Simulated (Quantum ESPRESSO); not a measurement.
# ZnGaAlHfO6: finding a planted mistake in a log

Computed values, not a measurement. The program is pw.x of Quantum ESPRESSO 7.5 (plane-wave density functional theory). The cell is made up: 10 atoms on a corundum lattice, with randomly drawn elements, strain and displacements, not relaxed. PseudoDojo standard norm-conserving files (v0.5 for PBE, v0.4.1 for LDA and PBEsol) set the functional; there is no spin polarisation, spin-orbit coupling or dispersion term, and the masses in the input are unused placeholders.

The hafnium pseudopotential is less sure than the others, with forces about 3 percent (worst 6) and pressure in oxides about 1.5 GPa (worst 2.7) from a second method in checks, which no rerun with the same files tests.

Intended input:

```
&control calculation='scf', pseudo_dir='./dojo.nc.sr.pbe.v0_5.standard.upf', outdir='./o', disk_io='medium', tprnfor=.true., tstress=.true. /
&system ibrav=0, nat=10, ntyp=5, nbnd=48, ecutwfc=84.00895049, nosym=.true., tot_charge=0,
 occupations='smearing', smearing='fd', degauss=0.0018374661
/
&electrons conv_thr=7.350e-09, electron_maxstep=60, /
ATOMIC_SPECIES
Al 1.0 Al.upf
Ga 1.0 Ga.upf
Hf 1.0 Hf.upf
O 1.0 O.upf
Zn 1.0 Zn.upf
CELL_PARAMETERS angstrom
2.4957 1.4303 4.6165
-2.5774 1.4473 4.6564
-0.0261 -2.9747 4.6676
ATOMIC_POSITIONS angstrom
Zn 0.0565 -0.2099 4.9337
Ga 0.0394 0.0297 2.1156
Al -0.0833 -0.0407 8.9383
Hf -0.0746 -0.0727 11.8801
O -1.0471 1.3951 8.1643
O -0.8295 -1.5578 8.1724
O 1.8893 0.0024 8.1862
O 0.8801 -1.4465 5.8186
O 0.8277 1.4853 5.7912
O -1.9161 -0.3166 5.851
K_POINTS automatic
5 5 5 1 1 1
```

The log is shortened where brackets say so; the opening notice, blank lines, dates and the lines on written files are dropped, and the path of the files is cut. It prints rydbergs, bohrs and kilobars, and counts compression as positive stress. Where no state is partly filled, the Fermi energy that it prints is only some level between the filled and the empty states on the mesh, and need not lie in the true gap.

Log of the intended run:

```
     Program PWSCF v.7.5
     Parallel version (MPI & OpenMP), running on       1 processor cores
     Number of MPI processes:                 1
     Threads/MPI process:                     1
     [start-up lines left out]
     bravais-lattice index     =            0
     lattice parameter (alat)  =      10.2789  a.u.
     unit-cell volume          =     702.0329 (a.u.)^3
     number of atoms/cell      =           10
     number of atomic types    =            5
     number of electrons       =        84.00
     number of Kohn-Sham states=           48
     kinetic-energy cutoff     =      84.0090  Ry
     charge density cutoff     =     336.0358  Ry
     scf convergence threshold =      7.3E-09
     mixing beta               =       0.7000
     number of iterations used =            8  plain     mixing
     Exchange-correlation= PBE
                           (   1   4   3   4   0   0   0)
     [axes and pseudopotential details left out]
   Cartesian axes
     site n.     atom                  positions (alat units)
         1        Zn     tau(   1) = (   0.0103873  -0.0385893   0.9070413  )
         2        Ga     tau(   2) = (   0.0072435   0.0054602   0.3889447  )
         3        Al     tau(   3) = (  -0.0153144  -0.0074825   1.6432712  )
         4        Hf     tau(   4) = (  -0.0137149  -0.0133656   2.1841095  )
         5        O      tau(   5) = (  -0.1925052   0.2564836   1.5009743  )
         6        O      tau(   6) = (  -0.1525003  -0.2863954   1.5024635  )
         7        O      tau(   7) = (   0.3473404   0.0004412   1.5050006  )
         8        O      tau(   8) = (   0.1618029  -0.2659333   1.0697267  )
         9        O      tau(   9) = (   0.1521694   0.2730665   1.0646893  )
        10        O      tau(  10) = (  -0.3522674  -0.0582057   1.0756833  )
     number of k points=    63  Fermi-Dirac smearing, width (Ry)=  0.0018
                       cart. coord. in units 2pi/alat
        k(    1) = (   0.0009235   0.0008293   0.1170675), wk =   0.0320000
        k(    2) = (   0.0006996  -0.2451189   0.1933891), wk =   0.0320000
     [further k points left out]
     Dense  grid:    72985 G-vectors     FFT dimensions: (  60,  64,  64)
     Estimated max dynamical RAM per process >     130.60 MB
     Initial potential from superposition of free atoms
     starting charge      83.9929, renormalised to      84.0000
     Starting wfcs are   57 randomized atomic wfcs
     total cpu time spent up to now is       22.0 secs
     per-process dynamical memory:    98.5 Mb
     Self-consistent Calculation
     iteration #  1     ecut=    84.01 Ry     beta= 0.70
     Davidson diagonalization with overlap
     ethr =  1.00E-02,  avg # of iterations =  2.1
     total cpu time spent up to now is       80.1 secs
     total energy              =    -886.43785777 Ry
     estimated scf accuracy    <       2.55198124 Ry
     iteration #  2     ecut=    84.01 Ry     beta= 0.70
     Davidson diagonalization with overlap
     ethr =  3.04E-03,  avg # of iterations =  3.0
     total cpu time spent up to now is      141.1 secs
     total energy              =    -887.07465930 Ry
     estimated scf accuracy    <       2.76059427 Ry
     [iterations 3 to 10 left out]
     iteration # 11     ecut=    84.01 Ry     beta= 0.70
     Davidson diagonalization with overlap
     ethr =  1.12E-10,  avg # of iterations =  2.0
     total cpu time spent up to now is      617.0 secs
     total energy              =    -887.61018039 Ry
     estimated scf accuracy    <          8.2E-09 Ry
     iteration # 12     ecut=    84.01 Ry     beta= 0.70
     Davidson diagonalization with overlap
     ethr =  9.81E-12,  avg # of iterations =  2.4
     total cpu time spent up to now is      675.7 secs
     End of self-consistent calculation
     [lines on levels left out]
     the Fermi energy is    12.1683 ev
!    total energy              =    -887.61018040 Ry
     estimated scf accuracy    <          2.4E-09 Ry
     smearing contrib. (-TS)   =       0.00000000 Ry
     internal energy E=F+TS    =    -887.61018040 Ry
     The total energy is F=E-TS. E is the sum of the following terms:
     one-electron contribution =    -478.72482250 Ry
     hartree contribution      =     293.25318959 Ry
     xc contribution           =    -168.69151688 Ry
     ewald contribution        =    -533.44703060 Ry
     convergence has been achieved in  12 iterations
     Forces acting on atoms (cartesian axes, Ry/au):
     atom    1 type  5   force =    -0.08407851    0.14989624    0.00468860
     atom    2 type  2   force =    -0.02620695   -0.02360989   -0.05928475
     atom    3 type  1   force =     0.03038738   -0.00671499    0.04878641
     atom    4 type  3   force =    -0.00404186   -0.07896033   -0.02084022
     atom    5 type  4   force =     0.03992761   -0.05212199   -0.02612479
     atom    6 type  4   force =     0.07783126    0.01870777    0.02663522
     atom    7 type  4   force =    -0.14777301    0.06652378    0.01661124
     atom    8 type  4   force =     0.09768659   -0.17763260    0.09470275
     atom    9 type  4   force =    -0.01236740    0.02880194    0.00532249
     atom   10 type  4   force =     0.02863489    0.07511007   -0.09049695
     Total force =     0.385653     Total SCF correction =     0.000162
     Computing stress (Cartesian axis) and pressure
          total   stress  (Ry/bohr**3)                   (kbar)     P=      134.04
   0.00092681  -0.00000888   0.00009200          136.34       -1.31       13.53
  -0.00000888   0.00101198  -0.00022731           -1.31      148.87      -33.44
   0.00009200  -0.00022731   0.00079485           13.53      -33.44      116.93
     init_run     :     20.80s CPU     21.90s WALL (       1 calls)
     electrons    :    620.69s CPU    653.65s WALL (       1 calls)
     forces       :      6.69s CPU      6.78s WALL (       1 calls)
     stress       :     25.25s CPU     25.44s WALL (       1 calls)
     [timing details left out]
     PWSCF        :  11m13.67s CPU  11m50.31s WALL
     JOB DONE.
```

A second run was made from an input with one planted mistake. Its log:

```
     Program PWSCF v.7.5
     Parallel version (MPI & OpenMP), running on       4 processor cores
     Number of MPI processes:                 4
     Threads/MPI process:                     1
     [start-up lines left out]
     bravais-lattice index     =            0
     lattice parameter (alat)  =      10.2789  a.u.
     unit-cell volume          =     702.0329 (a.u.)^3
     number of atoms/cell      =           10
     number of atomic types    =            5
     number of electrons       =        84.00
     number of Kohn-Sham states=           48
     kinetic-energy cutoff     =      84.0090  Ry
     charge density cutoff     =     336.0358  Ry
     scf convergence threshold =      2.9E-03
     mixing beta               =       0.7000
     number of iterations used =            8  plain     mixing
     Exchange-correlation= PBE
                           (   1   4   3   4   0   0   0)
     [axes and pseudopotential details left out]
   Cartesian axes
     site n.     atom                  positions (alat units)
         1        Zn     tau(   1) = (   0.0103873  -0.0385893   0.9070413  )
         2        Ga     tau(   2) = (   0.0072435   0.0054602   0.3889447  )
         3        Al     tau(   3) = (  -0.0153144  -0.0074825   1.6432712  )
         4        Hf     tau(   4) = (  -0.0137149  -0.0133656   2.1841095  )
         5        O      tau(   5) = (  -0.1925052   0.2564836   1.5009743  )
         6        O      tau(   6) = (  -0.1525003  -0.2863954   1.5024635  )
         7        O      tau(   7) = (   0.3473404   0.0004412   1.5050006  )
         8        O      tau(   8) = (   0.1618029  -0.2659333   1.0697267  )
         9        O      tau(   9) = (   0.1521694   0.2730665   1.0646893  )
        10        O      tau(  10) = (  -0.3522674  -0.0582057   1.0756833  )
     number of k points=    63  Fermi-Dirac smearing, width (Ry)=  0.0018
                       cart. coord. in units 2pi/alat
        k(    1) = (   0.0009235   0.0008293   0.1170675), wk =   0.0320000
        k(    2) = (   0.0006996  -0.2451189   0.1933891), wk =   0.0320000
     [further k points left out]
     Dense  grid:    72985 G-vectors     FFT dimensions: (  60,  64,  64)
     Estimated max dynamical RAM per process >     237.57 MB
     Estimated total dynamical RAM >     896.83 MB
     Initial potential from superposition of free atoms
     starting charge      83.9929, renormalised to      84.0000
     Starting wfcs are   57 randomized atomic wfcs
     total cpu time spent up to now is        5.0 secs
     per-process dynamical memory:   182.5 Mb
     Self-consistent Calculation
     iteration #  1     ecut=    84.01 Ry     beta= 0.70
     Davidson diagonalization with overlap
     ethr =  1.00E-02,  avg # of iterations =  2.1
     total cpu time spent up to now is       13.7 secs
     total energy              =    -886.43783225 Ry
     estimated scf accuracy    <       2.55190351 Ry
     iteration #  2     ecut=    84.01 Ry     beta= 0.70
     Davidson diagonalization with overlap
     ethr =  3.04E-03,  avg # of iterations =  3.0
     total cpu time spent up to now is       22.9 secs
     total energy              =    -887.07486672 Ry
     estimated scf accuracy    <       2.75988548 Ry
     iteration #  3     ecut=    84.01 Ry     beta= 0.70
     Davidson diagonalization with overlap
     ethr =  3.04E-03,  avg # of iterations =  2.0
     total cpu time spent up to now is       31.2 secs
     total energy              =    -887.59044770 Ry
     estimated scf accuracy    <       0.03525255 Ry
     iteration #  4     ecut=    84.01 Ry     beta= 0.70
     Davidson diagonalization with overlap
     ethr =  4.20E-05,  avg # of iterations =  5.4
     total cpu time spent up to now is       41.9 secs
     total energy              =    -887.60863020 Ry
     estimated scf accuracy    <       0.00838882 Ry
     iteration #  5     ecut=    84.01 Ry     beta= 0.70
     Davidson diagonalization with overlap
     ethr =  9.99E-06,  avg # of iterations =  5.0
     total cpu time spent up to now is       51.2 secs
     End of self-consistent calculation
     [lines on levels left out]
     the Fermi energy is    12.1516 ev
!    total energy              =    -887.60891523 Ry
     estimated scf accuracy    <       0.00215756 Ry
     smearing contrib. (-TS)   =       0.00000000 Ry
     internal energy E=F+TS    =    -887.60891523 Ry
     The total energy is F=E-TS. E is the sum of the following terms:
     one-electron contribution =    -478.91069760 Ry
     hartree contribution      =     293.49433799 Ry
     xc contribution           =    -168.74552501 Ry
     ewald contribution        =    -533.44703060 Ry
     convergence has been achieved in   5 iterations
     Forces acting on atoms (cartesian axes, Ry/au):
     atom    1 type  5   force =    -0.08414398    0.14877409    0.00336908
     atom    2 type  2   force =    -0.02088595   -0.01887646   -0.05664426
     atom    3 type  1   force =     0.02922166   -0.00646588    0.04858255
     atom    4 type  3   force =    -0.00402435   -0.07844648   -0.02024467
     atom    5 type  4   force =     0.03959283   -0.05078818   -0.02826272
     atom    6 type  4   force =     0.07487762    0.01599921    0.02528950
     atom    7 type  4   force =    -0.14798312    0.06487278    0.01524782
     atom    8 type  4   force =     0.09797660   -0.17802084    0.09559345
     atom    9 type  4   force =    -0.01181002    0.02911613    0.00619367
     atom   10 type  4   force =     0.02717870    0.07383563   -0.08912442
     Total force =     0.382673     Total SCF correction =     0.094248
     SCF correction compared to forces is large: reduce conv_thr to get better values
     Computing stress (Cartesian axis) and pressure
          total   stress  (Ry/bohr**3)                   (kbar)     P=      168.31
   0.00118106  -0.00000772   0.00009619          173.74       -1.14       14.15
  -0.00000772   0.00122765  -0.00026336           -1.14      180.59      -38.74
   0.00009619  -0.00026336   0.00102373           14.15      -38.74      150.60
     init_run     :      4.71s CPU      4.85s WALL (       1 calls)
     electrons    :     45.96s CPU     46.24s WALL (       1 calls)
     forces       :      1.27s CPU      1.27s WALL (       1 calls)
     stress       :      4.49s CPU      4.50s WALL (       1 calls)
     [timing details left out]
     PWSCF        :     56.58s CPU     57.04s WALL
     JOB DONE.
```

Question: what was wrong in the second input?

Answer: the self-consistency threshold is too loose. The input lines that differ, file-writing options aside:

```
- &electrons conv_thr=7.350e-09, electron_maxstep=60, /
+ &electrons conv_thr=2.940e-03, electron_maxstep=60, /
```

|  | intended run | run with the mistake |
| --- | --- | --- |
| free energy (eV) | -12076.552 | -12076.535 |
| smearing term -TS (eV) | 0.0000 | 0.0000 |
| pressure (GPa) | 13.40 | 16.83 |
| largest force component (eV/Å) | 4.567 | 4.577 |
| largest change of a force component (eV/Å) |  | 0.137 |
| iterations | 12 | 5 |

For scale, a rerun of the intended cell at 1437 eV and a 7 x 7 x 7 mesh moved values by no more than 0.003 eV in energy, 0.04 GPa in stress and 0.002 eV/Å in force.